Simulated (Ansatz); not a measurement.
Suppose CdAu2S2 takes space group P4/mmm (No. 123), with Cd on 1b; S on 2e; Au on 2f.

Method: DFT PBE, scalar-relativistic, plane waves, PAW in Ansatz 0.2.0. Cutoff 420 eV, Γ-centred mesh, Gaussian smearing, no spin polarisation.

The zero of energy is the elements' standard structures at the same level; no fitted shifts are applied.

Question: Give the relaxed lattice parameters and positions.

Answer:

Space group P4/mmm (No. 123). a = 5.312 Å, b = 5.312 Å, c = 4.641 Å, α = 90.00°, β = 90.00°, γ = 90.00°
```tsv
atom	site	symmetry	x	y	z
Cd	1b	4/mmm	0.0000	0.0000	0.5000
S	2e	mmm.	0.0000	0.5000	0.5000
Au	2f	mmm.	0.0000	0.5000	0.0000
```

Cd is surrounded by 4 S at 2.66 Å; around S lie 2 Au at 2.32 Å and 2 Cd at 2.66 Å; Au has 2 S at 2.32 Å. Another local minimum with the same sites may exist.

Question: And its energy and gap?

Answer: The energy over the elements is +0.15 eV/atom and the gap on the 8×8×8 mesh of the 5-atom cell is 0 eV (a metal). The separate elements lie lower, so it is unstable against them.

The last run used Gaussian smearing of 0.10 eV. Spin–orbit coupling, which can matter for Au, is left out. The reference form of S is held partly by dispersion forces, which this level lacks. A structure relaxed within its symmetry needn't be a true minimum.
